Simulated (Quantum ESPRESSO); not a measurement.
pw.x input (Quantum ESPRESSO 7.5; PBEsol, PseudoDojo standard norm-conserving files, scalar-relativistic):

```
&CONTROL
  calculation = 'scf'
  pseudo_dir = './pseudo'
  outdir = './out'
  tprnfor = .true.
  tstress = .true.
/
&SYSTEM
  ibrav = 0
  nat = 6
  ntyp = 2
  ecutwfc = 84.0
  ecutrho = 336.0
  occupations = 'smearing'
  smearing = 'fd'
  degauss = 0.002
  nbnd = 28
/
&ELECTRONS
  conv_thr = 6e-10
/
ATOMIC_SPECIES
O 15.9990 O.upf
Ti 47.8670 Ti.upf
CELL_PARAMETERS angstrom
  2.706035000000  -2.706655000000   0.000000000000
  2.706035000000   2.706655000000   0.000000000000
 -2.633530000000   0.000000000000   4.796638000000
ATOMIC_POSITIONS crystal
O   0.331220000000   0.088760000000   0.667150000000
O   0.668780000000   0.911240000000   0.332850000000
O   0.911240000000   0.668780000000   0.832850000000
O   0.088760000000   0.331220000000   0.167150000000
Ti   0.134110000000   0.865890000000   0.250000000000
Ti   0.865890000000   0.134110000000   0.750000000000
K_POINTS automatic
8 8 6 0 0 0
```

End of the output:

```
     total energy              =    -369.81333757 Ry
     estimated scf accuracy    <       0.00000013 Ry
     total energy              =    -369.81333758 Ry
     estimated scf accuracy    <       0.00000002 Ry
     total energy              =    -369.81333758 Ry
     estimated scf accuracy    <          7.0E-10 Ry
[...]
     the Fermi energy is     8.1211 ev
!    total energy              =    -369.81333758 Ry
     estimated scf accuracy    <          5.2E-12 Ry
     smearing contrib. (-TS)   =      -0.00000000 Ry
     internal energy E=F+TS    =    -369.81333758 Ry
     The total energy is F=E-TS. E is the sum of the following terms:
     one-electron contribution =    -161.94991973 Ry
     hartree contribution      =     101.28069868 Ry
     xc contribution           =     -67.32801737 Ry
     ewald contribution        =    -241.81609916 Ry
     convergence has been achieved in  20 iterations
     Forces acting on atoms (cartesian axes, Ry/au):
     atom    1 type  1   force =     0.00060738   -0.00179989   -0.00975328
     atom    2 type  1   force =    -0.00060738    0.00179989    0.00975328
     atom    3 type  1   force =    -0.00060738   -0.00179989    0.00975328
     atom    4 type  1   force =     0.00060738    0.00179989   -0.00975328
     atom    5 type  2   force =     0.00000000    0.00207385    0.00000000
     atom    6 type  2   force =     0.00000000   -0.00207385    0.00000000
     Total force =     0.020088     Total SCF correction =     0.000001
     Computing stress (Cartesian axis) and pressure
          total   stress  (Ry/bohr**3)                   (kbar)     P=      -80.14
  -0.00054808   0.00000000  -0.00002602          -80.63        0.00       -3.83
   0.00000000  -0.00055037  -0.00000000            0.00      -80.96       -0.00
  -0.00002602   0.00000000  -0.00053581           -3.83        0.00      -78.82
```
In a gapped system the printed Fermi energy is only some level inside the gap.

Geometry of the Materials Project entry, not relaxed at this level.
